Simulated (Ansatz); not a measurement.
TiSi:
```
TiSi
1.0
    3.11321     0.00000     0.00000
    0.00000     3.11321     0.00000
    0.00000     0.00000     3.11321
Ti Si
1 1
Direct
  0.00000   0.00000   0.00000
  0.50000   0.50000   0.50000
```

Relaxed with PBE. Special points in fractions of this cell's reciprocal vectors: Γ (0.000, 0.000, 0.000); X (0.000, 0.500, 0.000); M (0.500, 0.500, 0.000); R (0.500, 0.500, 0.500).

### Question
List the band energies nearest the Fermi level at these points for DFT-PBE in the program Ansatz with PAW potentials.

### Answer
In eV from the Fermi level; about four levels below and three above (degenerate sets whole), none deeper than 8.9 eV; points with the same levels are listed once.

| k | below | above |
|---|---|---|
| Γ | -1.54 -1.54 | 2.02 2.02 2.02 |
| X | -6.20 -0.48 -0.36 -0.36 | 2.28 3.19 6.05 |
| M | -7.42 -3.43 -3.43 -1.51 | 0.77 0.77 3.08 |
| R | -4.24 -4.24 -4.24 -3.56 | 2.93 2.93 2.93 |

Space group Pm-3m (CsCl type). A made-up cell: these elements were put on the sites of a structure type; neither database checked (COD, Materials Project) lists it. COD files the formula under space group No. 25, so this cell is another polymorph or a model. Whether it is the stable phase at ambient conditions was not checked. The PBE relaxation kept the symmetry of its start; whether a distortion lowers the energy is not shown. No spin polarisation was allowed.

Potentials: the later of the program's two PAW sets.
